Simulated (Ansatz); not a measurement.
YS:
```yaml
crystal:
  lattice:
    - [0.00000, 2.76280, 2.76280]
    - [2.76280, 0.00000, 2.76280]
    - [2.76280, 2.76280, 0.00000]
  atoms:
    - { symbol: Y, position: [0.50000, 0.50000, 0.50000] }
    - { symbol: S, position: [0.00000, 0.00000, 0.00000] }
```

Relaxed with r²SCAN. Special points in fractions of this cell's reciprocal vectors: Γ (0.000, 0.000, 0.000); X (0.500, 0.000, 0.500); U (0.625, 0.250, 0.625); K (0.375, 0.375, 0.750); L (0.500, 0.500, 0.500); W (0.500, 0.250, 0.750).

Question: List the band energies nearest the Fermi level at these points for r²SCAN in the plane-wave PAW code Ansatz.

Answer: In eV from the Fermi level; about four levels below and three above (degenerate sets whole), none deeper than 8.9 eV; points with the same levels are listed once.

```json
[
 {"k": "Γ", "below": "-3.98 -3.98 -3.98 -0.24 -0.24 -0.24", "above": "0.62 0.62 1.51"},
 {"k": "X", "below": "-6.11 -4.70 -4.70 -2.39", "above": "1.86 3.41 3.74 3.74"},
 {"k": "U", "below": "-6.10 -5.96 -5.27 -0.65", "above": "2.92 3.07 3.45"},
 {"k": "L", "below": "-7.59 -5.77 -5.77", "above": "2.06 2.68 2.76 2.76"},
 {"k": "W", "below": "-5.97 -5.76 -5.76", "above": "0.78 0.78 2.85"}
]
```

Space group Fm-3m (rock salt). The workflow started from an entry of the Crystallography Open Database (COD). Whether it is the stable phase at ambient conditions was not checked. The cell was relaxed with r²SCAN under the symmetry of its start; its stability against distortions is not shown here. No spin polarisation was allowed. With an odd number of electrons in the cell and no spin polarisation, the count alone makes it a metal. Spin–orbit coupling is left out wherever it is not named.

Potentials: the later of the program's two PAW sets.
